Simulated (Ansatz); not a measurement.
Ti₂GeC in space group P6_3/mmc (No. 194; Ti on 4f, Ge on 2d, C on 2a), r²SCAN in the plane-wave PAW code Ansatz, all energies at zero smearing, with the estimated change up to a 700 eV cutoff added, with one set of potentials and settings (totals compare only within such a set). Cell of 8 atoms (4 Ti, 2 Ge, 2 C): -19133.819 eV.

```json
[
 {"element": "Ti", "reference phase": "P6/mmm, 3 atoms in the cell", "E (eV/atom)": "-2504.3896"},
 {"element": "Ge", "reference phase": "Fd-3m, 2 atoms in the cell", "E (eV/atom)": "-4302.9041"},
 {"element": "C", "reference phase": "P6_3/mmc, 4 atoms in the cell", "E (eV/atom)": "-251.6711"}
]
```

Formation energy per atom, worked out: (-19133.819 − 4×(-2504.3896) − 2×(-4302.9041) − 2×(-251.6711))/8 = -0.889 eV/atom (-86 kJ per mol of atoms), at 0 K, without zero-point energy or fitted corrections.

The workflow started from a Materials Project entry (that database holds measured and hypothetical structures alike); the Crystallography Open Database copy checked does not list it. Its standing as an ambient phase is unchecked. The cell was relaxed with r²SCAN under the symmetry of its start; whether a distortion lowers the energy is not shown. No spin polarisation was allowed. The references are the lowest solids computed at this level, not always the standard phases.

Potentials: the later of the program's two PAW sets.
